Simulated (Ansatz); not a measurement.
What DFT gives for BaTiO₃

```
Ba Ti O
1.0
     3.94606    3.94606    0.00000
     0.00000    3.94606    3.96401
     3.94606    0.00000    3.96401
Ba Ti O
2 2 6
Direct
  0.00000 0.00000 0.00000
  0.50000 0.50000 0.50000
  0.25900 0.24100 0.24100
  0.75900 0.74100 0.74100
  0.49200 0.00800 0.00800
  0.99200 0.50800 0.50800
  0.49250 0.50750 0.00750
  0.99250 0.00750 0.50750
  0.49250 0.00750 0.50750
  0.99250 0.50750 0.00750
```

Method: r2SCAN, with U_eff = 6.2 eV on Ti d (all-electron-ortho-atomic projectors), collinear spin; PAW, plane waves to 500 eV, 5×5×5 Γ-centred mesh, fermi-dirac occupations (width 0.1 eV) (Ansatz 0.2.0), atoms fixed.

The state carries no moments; the state need not be the lowest.

**Electronic structure.** The gap is 3.22 eV, direct at the points sampled. A semilocal functional usually gives too small a gap.
**Band edges.** Within 0.7 eV of the edges, the states project mainly on O p (95 %) below the gap and on Ti d (91 %) above it.
**Contacts.** Ti–O at 1.85 Å: least valence density 0.95 e/Å³ and ELF 0.26 there. Ba–O at 2.75 Å: least valence density 0.20 e/Å³ and ELF 0.09 there, a closed-shell (ionic or weak) contact. These are pseudo-fields; inside the PAW spheres they differ from the all-electron ones.
**Forces.** The largest is on Ti3 (and as large on other atoms): 0.82 eV/Å, components (0.00, 0.00, 0.82). It makes 180° with the line to a nearest neighbour, O5 at 1.85 Å, pointing away from it.

Origin: a database entry at a rescaled volume. Caveats: the input typed no starting moments.
